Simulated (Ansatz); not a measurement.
Li3LaBi2:
```yaml
crystal:
  lattice:
    - [4.73226, 0.00000, 0.00000]
    - [-2.36613, 4.09826, 0.00000]
    - [0.00000, 0.00000, 7.60376]
  atoms:
    - { symbol: Li, position: [0.66667, 0.33333, 0.35835] }
    - { symbol: Li, position: [0.33333, 0.66667, 0.64165] }
    - { symbol: Li, position: [0.00000, 0.00000, 0.50000] }
    - { symbol: La, position: [0.00000, 0.00000, 0.00000] }
    - { symbol: Bi, position: [0.66667, 0.33333, 0.74355] }
    - { symbol: Bi, position: [0.33333, 0.66667, 0.25645] }
```

DFT-r²SCAN in the program Ansatz with PAW potentials gives a gap of 0.41 eV without spin–orbit coupling, maximum at Γ, minimum at L.

Q: What happens when spin–orbit coupling is switched on?

A: The gap closes at this level.

Space group P-3m1. The workflow started from a Materials Project entry (that database holds measured and hypothetical structures alike); the Crystallography Open Database files this formula in space group No. 164, but the cells were not matched. Its standing as an ambient phase is unchecked. The r²SCAN relaxation kept the symmetry of its start; whether a distortion lowers the energy is not shown.

Potentials: the later of the program's two PAW sets.
